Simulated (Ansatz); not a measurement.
Relaxed candidate structures of TaS2:

A. P-3m1 (No. 164), hP3, CdI2 type; a = 3.3193 Å, b = 3.3193 Å, c = 5.9378 Å, α = 90.00°, β = 90.00°, γ = 120.00°; Ta 1a (0.000, 0.000, 0.000); S 2d (0.333, 0.667, 0.259); non-magnetic

B. Pm (No. 6), mP6; a = 5.659 Å, b = 3.247 Å, c = 6.260 Å, α = γ = 90.00°, β = 99.63°; Ta 1a (0.148, 0.000, 0.026); S 1b (0.793, 0.500, 0.541); S 1b (0.814, 0.500, 0.047); Ta 1a (0.616, 0.000, 0.743); S 1a (0.348, 0.000, 0.358); S 1b (0.281, 0.500, 0.785); non-magnetic

C. Pnnm (No. 58), oP6, AFLOW prototype AB2_oP6_58_a_g (as in Fe2C); a = 5.5883 Å, b = 6.1778 Å, c = 3.2964 Å, α = β = γ = 90.00°; Ta 2a (0.000, 0.000, 0.000); S 4g (0.244, 0.668, 0.000); non-magnetic

**Question.** Order them by energy per atom (lowest first) at the level PBEsol (plane waves to 420 eV, PAW, scalar-relativistic; Ansatz, an electronic-structure program).

**Answer.** A (reference), C (+0.14 eV/atom), B (+0.39 eV/atom)

The lowest structure calculated, R3m, hR3, non-magnetic, is not among these; it lies 0.02 eV/atom below the lowest of them.  4 generated cells of layers, chains or molecules, poorly bound without dispersion, are left out. Each run could gain symmetry but not lose that of its start, so entries can be saddle points. From databases, or of a type measured for this composition: P-3m1, hP3, CdI2 type, non-magnetic; the others are generated cells (placed on structure types, drawn at random, substituted or restacked) that were not matched to a known phase here. Each structure is listed in the lowest spin state found for it. Energies are at zero temperature and pressure, without zero-point motion. The runs use different k-meshes, so differences are rounded accordingly. No spin polarisation in the result. Without a van der Waals term the distances between weakly bound units are poorly fixed.
